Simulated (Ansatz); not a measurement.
## CaHg (Pm-3m): phonons

Computed with PBEsol, PAW on Ansatz 0.2.0's default frozen-core files (fitted under PBE), scalar-relativistic; not a measurement.

Cell and atoms were relaxed beforehand by PAW with this functional.

The structure is one entry of a database and needn't be the stable phase.

Command line:

```sh
ansatz run input.yaml --threads 1 --pin off --max-ram 3072MiB --backend cpu --events-out ev --progress --plain --runs-dir out
```

Input:

```yaml
crystal:
  lattice:
    - [3.71935454905, 0.0, 0.0]
    - [0.0, 3.71935454905, 0.0]
    - [0.0, 0.0, 3.71935454905]
  atoms:
    - { symbol: Ca, position: [0.0, 0.0, 0.0] }
    - { symbol: Hg, position: [0.5, 0.5, 0.5] }
kpoints:
  mp_grid: { grid: [10, 10, 10] }
scf:
  occupations: { method: fermi_dirac, width: 0.05 }
hamiltonian:
  xc: pbesol
  pseudopotentials: { kind: paw }
phonons:
  qmesh: [2, 2, 2]
  qpath:
    path:
      - [0.0, 0.0, 0.0]
      - [0.0, 0.5, 0.0]
      - [0.5, 0.5, 0.0]
      - [0.0, 0.0, 0.0]
      - [0.5, 0.5, 0.5]
      - [0.0, 0.5, 0.0]
      - [0.5, 0.5, 0.5]
      - [0.5, 0.5, 0.0]
    npoints: 6
  temperatures: { t_min: 0, t_max: 1000, t_step: 100 }
```

Output (shortened where marked):

```
Warning: RAYON_NUM_THREADS=1 ignored (pool sized by the plan → 1); use --threads N
Engine: ansatz 0.2.0, aarch64-unknown-linux-gnu
Pseudopotentials: kind: paw
Pseudopotential: Ca, paw, valence charge 10, recommended cutoff 420 eV (normal), Ca.paw.azcp
Pseudopotential: Hg, paw, valence charge 20, recommended cutoff 420 eV (normal), Hg.paw.azcp
Functional definition: PBEsol
  exchange = pbesol_x
  correlation = pbesol_c
Crystal: 4 atoms, lattice volume = 102.904 Å³
Basis set: ecut = 420 eV, 2045 PW (Γ), FFT grids on a1, a2, a2+a3, exchange–correlation on 50×72×72 points (8 copies of the dense FFT grid, shifted against one another)
Bands: 36, of which v1, the nominal top of the filled ones, is band 30 counted from 1 (29 counted from 0)
Symmetry: 32 space group operations
k-points: 72 of 500
Non-local potential: Ca, projectors of the file, l = 0: 3, l = 1: 2, l = 2: 2
Non-local potential: Hg, projectors of the file, l = 0: 3, l = 1: 2, l = 2: 2, l = 3: 1
PAW form: soft (Blöchl's): semilocal exchange-correlation on the pseudo side does not see the compensation charge
PAW frozen core: Ca, regenerated for the run's functional, and the local potential with it (the file was generated under x = pbe(κ = 0.804, μ = 0.2195149727645171), c = pbe(β = 0.06672455060314922))
PAW frozen core: Hg, regenerated for the run's functional, and the local potential with it (the file was generated under x = pbe(κ = 0.804, μ = 0.2195149727645171), c = pbe(β = 0.06672455060314922))
PAW one-centre angular grid: Ca, 110 points (default); XC on 64 Gauss nodes
PAW one-centre angular grid: Hg, 590 points (default); XC on 64 Gauss nodes
Initial density: handed on by an earlier stage of this run
Initial wavefunctions: those handed on with the density
Functional: x = pbesol(κ = 0.804, μ = 0.12345679012345678), c = pbesol(β = 0.046)
SCF iter   1: F=—  HF=-30925.978839 eV  |F-HF|=—  |Δ(HF+E_count)|=         —  Δρ=4.28e-8  dr2=1.44e-12  ethr=1.04e-12  ⟨swp⟩=6.8  Hψ=8793  notcnv=0
[... 112 lines left out ...]
  E_aug_tail   = 0.001786  (compensation charges beyond the density's cutoff)
  E_ewald      = -6734.253496
  E_core_change = 0.894891  (= ΣΔE_core)
  E_smearing   = -0.017961  (= −TS)
  E_closure    = 0.000000  (closes the sum)
  Σ components = -30925.978839   (vs F -30925.978839, Δ=0.00e0)
--- Forces (eV/Å), atoms counted from 1 ---
  atom   1  Ca     0.00000000    -0.00000000     0.00000000
  atom   2  Hg     0.00000000     0.00000000    -0.00000000
  atom   3  Ca     0.00000000    -0.00000000     0.00000000
  atom   4  Hg     0.00000000     0.00000000    -0.00000000
  max |Σ_I F_I| component: 1.26e-29 eV/Å
--- Phonons: 6 displaced members + 3 references (amplitude of the first 0.0025 Å, Σ member SCF iterations 44) ---
  ASR residual: 6.457e-4 → 0.000e0 eV/Å²; symmetrization residual: 3.841e-4 eV/Å²
  largest component of a force at the reference: 1.3e-29 eV/Å
  ASR residual per site (eV/Å²): 6.46e-4 5.53e-4
  Γ frequencies (cm⁻¹): 0.00 0.00 0.00 132.84 132.84 132.84
--- Phonons (by wavevector): 4 wavevectors in 3 supercells ---
  supercell 1 (2 cells, vectors [1, 0, 0], [0, 1, -1], [0, 0, 2] in multiples of the cell's): 2 displaced members by 0.0025 Å; free energy -30925.978839 eV; taken off its force constants: by the sum rule 6.5e-4, by the ...
  symmetry images taken by strict's conditions (phonons.symmetry_images: auto; settled by no image being taken that strict refuses)
  supercell 2 (2 cells, vectors [1, 0, 0], [0, 1, 0], [0, 0, 2] in multiples of the cell's): 2 displaced members by 0.0025 Å; free energy -30925.978839 eV; taken off its force constants: by the sum rule 3.2e-4, by the ...
  symmetry images taken by strict's conditions (phonons.symmetry_images: auto; settled by no image being taken that strict refuses)
  supercell 3 (2 cells, vectors [0, 1, -1], [-1, 1, 0], [0, 0, 2] in multiples of the cell's): 2 displaced members by 0.0025 Å; free energy -30925.978839 eV; taken off its force constants: by the sum rule 2.0e-4, by the ...
  symmetry images taken by strict's conditions (phonons.symmetry_images: auto; settled by no image being taken that strict refuses)
  q = [0.0000, 0.0000, 0.0000] (star 1, supercell 1; hermiticity 6.46e-17, symmetrization 7.38e-7): -0.00 -0.00 0.00 132.84 132.84 132.84
  q = [0.0000, 0.0000, -0.5000] (star 3, supercell 2; hermiticity 1.00e-16, symmetrization 1.52e-16): 55.74 55.74 58.31 130.73 130.73 187.40
  q = [0.0000, -0.5000, -0.5000] (star 3, supercell 1; hermiticity 9.04e-17, symmetrization 5.17e-16): 36.67 36.67 55.53 113.60 183.00 183.00
  q = [-0.5000, -0.5000, -0.5000] (star 1, supercell 3; hermiticity 9.80e-17, symmetrization 4.92e-16): 56.89 56.89 56.89 185.29 185.29 185.29
  joined force constants: q→R imaginary residual 1.94e-17
  density of states and harmonic sums: on the 18×18×18 q-mesh, interpolated from the force constants of a 2×2×2 supercell (no non-analytic term)
  largest difference from the sums on the solved wave vectors: F 9.68e-2 eV, S 1.29e-4 and C_V 3.23e-5 eV/K
```

The run converged.

**Phonons on the q mesh**

Harmonic phonons of a crystal by Kohn-Sham DFT at the given cell, standard atomic masses, acoustic sum rule imposed; negative wavenumbers are unstable modes; one row a degenerate set, branches counted upwards.

```
Unstable phonons : no
```

| point | q a (r.l.u.) | q b (r.l.u.) | q c (r.l.u.) | branch | phonon wavenumber (cm⁻¹) | degeneracy |
| --- | --- | --- | --- | --- | --- | --- |
| Gamma | 0 | 0 | 0 | 4 | 132.8 | 3 |
| X | 0.5 | 0 | 0 | 1 | 55.7 | 2 |
| X | 0.5 | 0 | 0 | 3 | 58.3 | 1 |
| X | 0.5 | 0 | 0 | 4 | 130.7 | 2 |
| X | 0.5 | 0 | 0 | 6 | 187.4 | 1 |
| M | 0.5 | 0.5 | 0 | 1 | 36.7 | 2 |
| M | 0.5 | 0.5 | 0 | 3 | 55.5 | 1 |
| M | 0.5 | 0.5 | 0 | 4 | 113.6 | 1 |
| M | 0.5 | 0.5 | 0 | 5 | 183 | 2 |
| R | 0.5 | 0.5 | 0.5 | 1 | 56.9 | 3 |
| R | 0.5 | 0.5 | 0.5 | 4 | 185.3 | 3 |

Harmonic thermodynamics:

Sums over wave vectors interpolated from the q mesh.

```
Zero point energy : 19.04 meV/atom
```

```
temperature (K)  phonon heat capacity (k_B/atom)  phonon entropy (k_B/atom)  phonon free energy (meV/atom)
            100                            2.436                      2.698                           8.26
            200                            2.833                      4.548                         -23.68
            300                            2.923                      5.717                         -68.22
            400                            2.956                      6.563                         -121.3
            500                            2.972                      7.224                         -180.8
            600                             2.98                      7.767                         -245.5
            700                            2.985                      8.227                         -314.4
            800                            2.989                      8.626                         -387.1
            900                            2.991                      8.978                           -463
           1000                            2.993                      9.293                         -541.7
```

**Zone-centre phonons**

Optical zone-centre levels upwards with Mulliken labels, activity, and the element with most of the kinetic energy.

```
Point group : m-3m
```

| number | phonon wavenumber (cm⁻¹) | label | infrared | raman | lead element |
| --- | --- | --- | --- | --- | --- |
| 1 | 132.8 | T1u | yes | no | Ca |

Limits of these numbers: frozen-core PAW files fitted under PBE, their cores solved anew for the functional of the run; responses of metals move with mesh and smearing; no spin-orbit coupling on heavy atoms; coarse q mesh; activity by symmetry alone, a metal screens infrared modes.

It took 3.3 min on 1 thread of Arm Neoverse V2 (shared host), peak memory 0.7 GiB.
